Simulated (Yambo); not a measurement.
Yambo run on GaN (wurtzite, space group P6_3mc, No. 186). The wavefunctions are PBE (stringent potentials; Quantum ESPRESSO, PseudoDojo norm-conserving, 114 Ry, without SOC) ones on a 6×6×2 mesh (26 occupied bands); a = b = 3.184 Å, c = 5.187 Å, α = β = 90.00°, γ = 120.00°.

Yambo input:

```
rim_cut
HF_and_locXC
RandQpts= 1000000
RandGvec= 1 Ry
EXXRLvcs= 114 Ry
VXCRLvcs= 456 Ry
% QPkrange
 1 | 1 | 26 | 27 |
 2 | 2 | 26 | 27 |
 13 | 13 | 26 | 27 |
 14 | 14 | 26 | 27 |
%
```

k points by index: 1 = Γ, 2 = A, 13 = K, 14 = H.

Table of the .hf output:

```
#    K-point    Band    Eo [eV]    Ehf [eV]    Vxc [eV]    Vnlxc [eV]
#
    1    26    0.000000    -3.391362    -19.11411    -22.50548
    1    27    1.962722    6.060902    -14.20054    -10.10236
    2    26    -0.528256    -4.157804    -18.54420    -22.17375
    2    27    4.296128    9.161647    -14.61505    -9.749526
    13    26    -2.720658    -7.111251    -16.36472    -20.75531
    13    27    5.195679    9.671995    -11.17827    -6.701955
    14    26    -1.474870    -5.407090    -17.39907    -21.33129
    14    27    6.464710    11.82586    -13.74240    -8.381245
```
Exchange alone, without screening.

Geometry relaxed with PBEsol.
